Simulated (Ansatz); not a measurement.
# Relaxation of Ti2Ag

Theory: DFT PBEsol, scalar-relativistic, plane waves, PAW in Ansatz 0.2.0. Run with 420 eV cutoff, 20×20×20 k-mesh, Gaussian smearing of 0.10 eV, no spin polarisation.

What was changed: relaxed at 3 GPa.

Input:

```yaml
crystal:
  lattice:
    - [-1.4348371516, 1.4348371516, 5.8777726342]
    - [1.4348371516, -1.4348371516, 5.8777726342]
    - [1.4348371516, 1.4348371516, -5.8777726342]
  atoms:
    - { symbol: Ti, position: [0.3284316205, 0.3284316205, 0.0] }
    - { symbol: Ti, position: [0.6715683795, 0.6715683795, 0.0] }
    - { symbol: Ag, position: [0.0, 0.0, 0.0] }
basis:
  ecutwfc: 420
kpoints:
  mp_grid: { grid: [20, 20, 20] }
hamiltonian:
  xc: pbesol
scf:
  occupations: { method: gaussian, width: 0.1 }
output:
  forces: true
  stress: true
  eigenvalues: true
relax:
  adjacent_minimum: "off"
  f_tol: 0.008
  max_steps: 50
  cell: { stress_tol: 0.08, p_target: 3.0 }
```

F is the free energy. Steps run on the plane waves of an earlier cell, but the last one, and at times one on the way, on a freshly chosen basis, so a repeated geometry can differ a little in energy. The relaxation lowers the enthalpy F + PV at the target pressure, so F itself can rise.

Steps:

```tsv
step	F − F(1) (eV)	largest force component (eV/Å)	V (Å³/atom)	P (GPa)
1	0.0000	0.058	16.135	3.81
2	-0.0099	0.035	16.307	2.26
3	-0.0058	0.004	16.223	2.98
4	-0.0059	0.003	16.223	2.98
```

Relaxed structure:

```xyz
3
Lattice="-1.4362 1.4362 5.8990 1.4362 -1.4362 5.8990 1.4362 1.4362 -5.8990" Properties=species:S:1:pos:R:3 pbc="T T T"
Ti    0.0000    0.0000    3.8775
Ti    0.0000    0.0000    7.9205
Ag    0.0000    0.0000    0.0000
```

Symmetry: I4/mmm, No. 139, tetragonal system. Conventional cell: a = 2.872 Å, b = 2.872 Å, c = 11.798 Å, α = 90.00°, β = 90.00°, γ = 90.00°. Ti (site symmetry 4mm) has 8 Ti at 2.75 to 2.87 Å and 4 Ag at 2.87 Å as nearest neighbours. Ag (site symmetry 4/mmm) has 8 Ti at 2.87 Å and 4 Ag at 2.87 Å as nearest neighbours.

The run converged. The run took about 100 core-seconds.